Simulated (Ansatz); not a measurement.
Q: Br (molecular I2 type, Cmce) is relaxed with r²SCAN+D4 (plane waves, PAW; program Ansatz). What lattice parameters of the conventional cell result?

A: a = 6.905 Å, b = 4.205 Å, c = 8.705 Å.

Q: Give the free coordinates with the occupied sites.

A: In one choice of origin and axes:

```
atom  site  symmetry       x       y       z
----  ----  --------  ------  ------  ------
Br      8f       m..  0.0000  0.3574  0.3837
```

Q: Is it a metal or does it have a gap at this level?

A: A gap of 1.66 eV.

The cell was relaxed with r²SCAN+D4 under the symmetry of its start. The substance is a gas or liquid at ambient conditions; this is its low-temperature solid. Spin–orbit coupling is left out wherever it is not named.

Potentials: the later of the program's two PAW sets.
